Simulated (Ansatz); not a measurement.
LaSnB$_{3}$, a known structure type with other elements, at an estimated volume

```
La Sn B
1.0
     0.00000    3.92799    0.00000
     3.92799    0.00000    0.00000
     1.96399    1.96399   -4.79030
La Sn B
1 1 3
Direct
  0.13360 0.13360 0.73280
  0.52040 0.52040 0.95920
  0.88270 0.38270 0.23460
  0.38270 0.88270 0.23460
  0.75150 0.75150 0.49700
```

The numbers come from plane-wave PAW DFT (Ansatz): PBE, no spin polarisation, 420 eV, 9×9×9 Γ-centred k points, fermi-dirac occupations (width 0.0123 eV). Nothing was relaxed.

Task: Describe some of the short contacts.

Result: Sn–B at 2.21 Å: least valence density 0.57 e/Å³ and ELF 0.62 there. B–B at 2.33 Å: least valence density 0.33 e/Å³ and ELF 0.76 there. La–Sn at 2.98 Å: least valence density 0.24 e/Å³ and ELF 0.21 there. Both are smooth PAW fields, read partly inside the augmentation spheres.

Task: Which atom feels the largest force, and which way?

Result: The largest is on B5: 3.86 eV/Å, components (0.00, 0.00, 3.86). It makes 180° with the line to a nearest neighbour, Sn2 at 2.21 Å, pointing away from it.

Task: What is the formation energy?

Result: 0.92 eV an atom against the elements' usual phases (free molecules for gases, crystals otherwise, with no correction for O₂ or N₂), so at this geometry it isn't bound against them. Relaxing would lower it.

Task: What happens at the Fermi level?

Result: It is a metal, with about 2.8 states/eV a cell as the mean within 0.25 eV of the Fermi level, mostly B p (30 %), La d (29 %) and B s (18 %).

Task: Give the Bader charges.

Result: Bader charges in e: La +1.28, Sn +0.25, B -0.51. In the mean La gives up most and B takes most.

Task: Is the cell too large or too small?

Result: The pressure is 3.9 GPa (compression positive), so with the atoms held at these fractions the cell would first expand; the forces are large, so a full relaxation may end otherwise. The principal stresses -8.5, 10.1, 10.1 GPa differ, so its shape would change too.

Origin: a known structure type with other elements, at an estimated volume, so it need not be a known compound. Caveats: many states at the Fermi level without spin polarisation, so a magnetic state may lie lower; atoms or cell far from equilibrium; f levels without a U or exact exchange are poorly placed.
